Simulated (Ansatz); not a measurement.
The start is a generated trial cell of PtSe2 in the fluorite structure type. The structure is fully relaxed (lattice and positions, P = 0) with PBE (plane waves to 420 eV, PAW, scalar-relativistic; Ansatz, a program for electronic structure). First-step values are on the input's coarse k-mesh.

Ansatz input (later rounds restart from its end on a renewed k-mesh):
Ansatz 0.2 input:
```yaml
crystal:
  lattice:
    - [0, 3.012366, 3.012366]
    - [3.012366, 0, 3.012366]
    - [3.012366, 3.012366, 0]
  atoms:
    - { symbol: Pt, position: [0, 0, 0] }
    - { symbol: Se, position: [0.25, 0.25, 0.25] }
    - { symbol: Se, position: [0.75, 0.75, 0.75] }
basis: { ecutwfc: 420, ecutrho_ratio: 4, xc_grid: 2, fft_grid_basis: typed }
kpoints: { mp_grid: { grid: [7, 7, 7] } }
hamiltonian:
  xc: pbe
  dispersion: none
  pseudopotentials: { kind: paw }
scf: { occupations: { method: fermi_dirac, width: 0.05 } }
relax: { f_tol: 0.01, max_steps: 100, cell: { stress_tol: 0.02 } }
output: { forces: true, stress: true }
```

Problem. How large is the pressure on the unrelaxed cell, and of which sign?

Solution. +19 GPa (positive: the cell is compressed).

Problem. How does the volume change?

Solution. +13.9 %, from 18.22 to 20.75 Å³/atom.

Problem. How do the shortest distances between atoms change?

Solution. The closest pairs of elements (up to four, under 3.6 Å), start → end: Pt–Se 2.61 → 2.72 Å; Se–Se 3.01 → 3.15 Å.

Problem. Is the relaxed structure metallic? Give its gap.

Solution. Zero (metallic).

Problem. What does it relax into? Give the structure.

Solution. 
```cif
data_Pt4Se8
_chemical_formula_sum 'Pt4 Se8'
_space_group_name_H-M_alt 'Fm-3m'
_space_group_IT_number 225
_space_group_name_Hall '-F 4 2 3'
_cell_length_a 6.29120
_cell_length_b 6.29120
_cell_length_c 6.29120
_cell_angle_alpha 90.000
_cell_angle_beta 90.000
_cell_angle_gamma 90.000
loop_
_atom_site_label
_atom_site_type_symbol
_atom_site_symmetry_multiplicity
_atom_site_Wyckoff_symbol
_atom_site_fract_x
_atom_site_fract_y
_atom_site_fract_z
_atom_site_occupancy
Pt1 Pt 4 a 0.00000 0.00000 0.00000 1
Se1 Se 8 c 0.25000 0.25000 0.25000 1
```
(The calculation used a cell of 3 atoms; values per cell refer to that cell.)

The space group stays Fm-3m (No. 225) (the run could not lower it); the end is AFLOW prototype AB2_cF12_225_a_c (C1, as in CaF2), with 3 atoms in the primitive cell. Final values are on a 13×13×13 k-mesh of the relaxed cell. No spin polarisation in the result. A magnetic state may lie lower.

The run could not lower the symmetry of its start; a shaken copy of this end point relaxes with PBE to C2/m (No. 12) at a tolerance of 0.01 Å, P-3m1 (No. 164) at 0.1 Å, 0.49 eV/atom lower.

The relaxed structure here is a generated cell of PtSe2: the first start was made by placing the elements on the sites of a structure type, and the end was not matched to a known phase here, so it may be hypothetical. Known forms of PtSe2 include space group No. 164.
